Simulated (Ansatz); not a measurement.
# Run record: elastic constants by finite strains of Cd (P6_3/mmc)

Level of theory: PBEsol, all-electron LAPW in Ansatz 0.2.0, scalar-relativistic.

The cell comes from a PAW relaxation under the same functional.

Command:

```sh
ansatz run input.yaml --threads 1 --pin off --max-ram 2560MiB --backend cpu --events-out ev --progress --plain --runs-dir out
```

Input file:

```yaml
crystal:
  lattice:
    - [2.95655233647, 0.0, 0.0]
    - [-1.47827616824, 2.560449431, 0.0]
    - [0.0, 0.0, 5.54867907914]
  atoms:
    - { symbol: Cd, position: [0.333333333333, 0.666666666667, 0.25] }
    - { symbol: Cd, position: [0.666666666667, 0.333333333333, 0.75] }
kpoints:
  mp_grid: { grid: [18, 18, 8] }
scf:
  occupations: { method: fermi_dirac, width: 0.1 }
hamiltonian:
  xc: pbesol
  pseudopotentials: { kind: all_electron, lapw: { basis_error: 0.0005 } }
elastic:
  mode: relaxed_ion
  stencil: four_point
  amplitude: 0.005
```

Output (shortened where marked):

```
Warning: RAYON_NUM_THREADS=1 ignored (pool sized by the plan → 1); use --threads N
LAPW: plane waves up to 8.311 Å⁻¹, error target 5.0e-4 eV per atom; small_component_spin mean_spin; Cd in spheres of 1.434 Å, 20 of its electrons in bands, Dirac shells [] (how accurate: ...
Engine: ansatz 0.2.0, x86_64-unknown-linux-gnu
Pseudopotentials: kind: all_electron
Pseudopotential: Cd, LAPW, valence charge 20, lapw/all_electron/scalar/gaussian/Cd, Koelling and Harmon's equation, gaussian nucleus
Functional definition: PBEsol
  exchange = pbesol_x
  correlation = pbesol_c
Crystal: 2 atoms, lattice volume = 42.004 Å³
Basis set: ecut = 263.16236011649784 eV, 399 PW (Γ), exchange–correlation at level 2
Bands: 24, of which v1, the nominal top of the filled ones, is band 20 counted from 1 (19 counted from 0)
Symmetry: 24 space group operations
Space group: P63/mmc (ITA 194), of the structure as read, at distance tolerance 3.5e-5 Å
k-points: 185 of 2592
Non-local potential: Cd, projectors of the file, none
Initial density: superposition of atomic densities (chi_scale 0.1, normalization cell)
Initial wavefunctions: plane waves of lowest kinetic energy (no species holds an atomic orbital)
[... 192 lines left out ...]
     1.000e-2       0.9546     -304330.1390175       2   93988    422   relax 2 steps, max|allowed force component| 7.20e-8 eV/Å
  strain η (Voigt 33):  stress-route row diagonal C_33 = 49.80 GPa, energy-path curvature d²(F+E_count)/dδ²/Ω₀ = 49.80 GPa
    cells at ±δ against ±2δ: C33 49.96 and 50.45 GPa, apart by 0.98 % of the column's largest entry
         δ    σ_33 (GPa)             F (eV)   n_scf  n_hpsi   n_pw
    -1.000e-2      -0.5104     -304330.1396888      10  166235    422   relax 0 steps, max|allowed force component| 5.44e-17 eV/Å
    -5.000e-3      -0.2410     -304330.1401795       9  154772    422   relax 0 steps, max|allowed force component| 5.09e-17 eV/Å
     5.000e-3       0.2586     -304330.1401479       9  154894    422   relax 0 steps, max|allowed force component| 3.01e-17 eV/Å
     1.000e-2       0.4985     -304330.1396514      10  166509    422   relax 0 steps, max|allowed force component| 1.16e-17 eV/Å
  strain η (Voigt 23):  stress-route row diagonal C_44 = 14.92 GPa, energy-path curvature d²(F+E_count)/dδ²/Ω₀ = 14.91 GPa
    cells at ±δ against ±2δ: C24 0.03 and 0.00 GPa, apart by 0.17 % of the column's largest entry
         δ    σ_23 (GPa)             F (eV)   n_scf  n_hpsi   n_pw
    -1.000e-2      -0.1494     -304330.1401315       2  138610    422   relax 3 steps, max|allowed force component| 4.20e-5 eV/Å
    -5.000e-3      -0.0746     -304330.1402783       2  136642    422   relax 2 steps, max|allowed force component| 3.92e-5 eV/Å
     5.000e-3       0.0746     -304330.1402783       2  136456    422   relax 2 steps, max|allowed force component| 3.54e-5 eV/Å
     1.000e-2       0.1494     -304330.1401315       2  138583    422   relax 3 steps, max|allowed force component| 4.23e-5 eV/Å
```

Self-consistency was reached.

### Elastic constants

Elastic constants of a crystal by Kohn-Sham DFT: slopes of the stress over finite engineering strains of the given cell, Voigt indices, Cartesian axes as in the input.

* Pressure at rest: -0.008 GPa
* Least elastic eigenvalue: 14.92 GPa
* Elastically stable: yes

```tsv
index	elastic (GPa)
11	108
12	50.01
13	45.9
33	49.8
44	14.92
```

**Strained cells**

Stress of each strained cell less that at rest, tension positive.

```tsv
strain component	strain	stress xx (GPa)	stress yy (GPa)	stress zz (GPa)	stress yz (GPa)	stress xz (GPa)	stress xy (GPa)	relaxation steps
xx	-0.01	-1.245	-0.4987	-0.4356	0	0	0	3
xx	-0.005	-0.5796	-0.2504	-0.2241	0	0	0	2
xx	0.005	0.5049	0.2485	0.2333	0	0	0	2
xx	0.01	0.9499	0.4915	0.4706	0	0	0	2
zz	-0.01	-0.4753	-0.4753	-0.5241	0	0	0	0
zz	-0.005	-0.234	-0.234	-0.2547	0	0	0	0
zz	0.005	0.2243	0.2243	0.2449	0	0	0	0
zz	0.01	0.4368	0.4368	0.4848	0	0	0	0
yz	-0.01	0.0079	-0.0228	-0.0043	-0.1494	0	0	3
yz	-0.005	0.002	-0.0058	-0.0011	-0.0746	0	0	2
yz	0.005	0.0017	-0.0056	-0.0011	0.0746	0	0	2
yz	0.01	0.0079	-0.0228	-0.0043	0.1494	0	0	3
```

### Elastic moduli

Hill averages of a grain aggregate, Debye temperature from the mean sound speed over directions.

```json
{
 "Bulk modulus": "55.22 GPa",
 "Shear modulus": "18.26 GPa",
 "Young modulus": "49.35 GPa",
 "Poisson ratio": "0.3511",
 "Bulk over shear modulus": "3.024",
 "Elastic anisotropy index": "1.311",
 "Least young modulus": "23.14 GPa",
 "Largest young modulus": "64.81 GPa",
 "Longitudinal sound speed": "2992 m/s",
 "Transverse sound speed": "1433 m/s",
 "Elastic debye temperature": "169.2 K",
 "Linear compressibility (x, y, z)": "1.067, 1.067, 18.11 1/TPa"
}
```

Limits of these numbers: responses of metals move with mesh and smearing; elastic stability says nothing of phonons or of other phases.

Time and hardware: 42 min on 1 thread of Intel(R) Xeon(R) Platinum 8259CL CPU @ 2.50GHz (Skylake/Cascade Lake) (shared host), peak memory 1.8 GiB.
